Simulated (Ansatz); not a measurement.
**Structure optimisation: indium, A15**

The calculation used DFT, LDA (PW92), plane waves (420 eV) with PAW, scalar-relativistic in Ansatz. The PAW files were generated under PBE, with cores re-solved for the functional.

k-point mesh 5×5×5, Fermi-Dirac smearing 0.1 eV, no spin polarisation. Cell and atoms relax.

Starting structure:

```yaml
crystal:
  lattice:
    - [5.9358781157, 0.0, 0.0]
    - [0.0, 5.9358781157, 0.0]
    - [0.0, 0.0, 5.9358781157]
  atoms:
    - { symbol: In, position: [0.0, 0.0, 0.0] }
    - { symbol: In, position: [0.5, 0.5, 0.5] }
    - { symbol: In, position: [0.25, 0.0, 0.5] }
    - { symbol: In, position: [0.75, 0.0, 0.5] }
    - { symbol: In, position: [0.5, 0.25, 0.0] }
    - { symbol: In, position: [0.5, 0.75, 0.0] }
    - { symbol: In, position: [0.0, 0.5, 0.25] }
    - { symbol: In, position: [0.0, 0.5, 0.75] }
hamiltonian:
  xc: lda
  pseudopotentials:
    kind: paw
    azcp:
      In: "pseudopotentials/In.paw.azcp"
basis:
  ecutwfc: 420
  fft_grid_basis: typed
kpoints:
  mp_grid: { grid: [5, 5, 5], shift: [0, 0, 0] }
magnetization:
  spin_polarized: false
scf:
  occupations: { method: fermi_dirac, width: 0.1 }
relax:
  max_steps: 60
  f_tol: 0.01
  cell: {}
```

What cell does the relaxation end in?

Pm-3n with a = 5.871 Å; 25.29 Å³ per atom against 26.14 at the start (-3.3 %).

How much energy does the relaxation gain?

4.1 meV per atom.

Path of the relaxation (the plane waves are chosen anew near the end, which can shift the energy a little):

```
step  E − E(final) (meV/atom)  V (Å³/atom)  P (GPa)  max force (eV/Å)
   0                     4.05       26.144    -1.46             0.000
   1                     0.02       25.114     0.32             0.000
   2                    -0.12       25.292    -0.02             0.000
   3                     0.00       25.292    -0.02             0.000
```
